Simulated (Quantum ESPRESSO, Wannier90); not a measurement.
Na$_{2}$H$_{6}$Pt (Fm-3m): Wannier90 run

```xyz
9
Lattice="0.0000 3.6293 3.6293 3.6293 0.0000 3.6293 3.6293 3.6293 0.0000" Properties=species:S:1:pos:R:3 pbc="T T T"
Na    -1.8147    -1.8147    -1.8147
Na     1.8147     1.8147     1.8147
H      0.0000     0.0000    -1.6371
H      0.0000     0.0000     1.6371
H     -1.6371     0.0000     0.0000
H      1.6371     0.0000     0.0000
H      0.0000    -1.6371     0.0000
H      0.0000     1.6371     0.0000
Pt     0.0000     0.0000     0.0000
```

Structure: Materials Project mp-690785, symmetrised, not relaxed again. Not found in the COD (Crystallography Open Database) copy used; not checked further. Level: PBEsol, no spin polarisation, no spin-orbit coupling; pw.x of Quantum ESPRESSO at 71 Ry with PseudoDojo potentials, 8×8×8 k-points, Wannier90. Density: 8×8×8 mesh, cold smearing 0.01 Ry. Spin-orbit coupling is left out although heavy elements are present.

postw90 (berry_task = kubo; independent particles, width 0.1 eV, no gap correction, excitons or local fields) prints σ_xx for one spin direction:

| ħω (eV) | Re σ (S/cm) | Im σ (S/cm) |
|---|---|---|
| 0.10 | 0 | -18 |
| 4.40 | 548 | -1850 |
| 7.85 | 3090 | 543 |

Work out the dielectric function, refractive index, reflectivity and absorption coefficient at these energies.

ε = 1 + iσ/(ε0 ω), so ε₂ = Re σ/(ε0 ω) and ε₁ = 1 − Im σ/(ε0 ω); ε0 ω = 134.5 S/cm × ħω in eV, and σ is doubled for both spins.
- 0.10 eV: ε₁ = 3.7, ε₂ = 0.0; n + ik = √ε = 1.92 + 0.00i; R = 10 %
- 4.40 eV: ε₁ = 7.3, ε₂ = 1.9; n + ik = √ε = 2.71 + 0.34i; R = 22 %; α = 2ωk/c = 150000 cm⁻¹
- 7.85 eV: ε₁ = 0.0, ε₂ = 5.9; n + ik = √ε = 1.71 + 1.71i; R = 34 %; α = 2ωk/c = 1400000 cm⁻¹
The model holds its own bands alone, so ε₁ lacks the part of higher transitions, and near sharp peaks it hangs on the broadening.
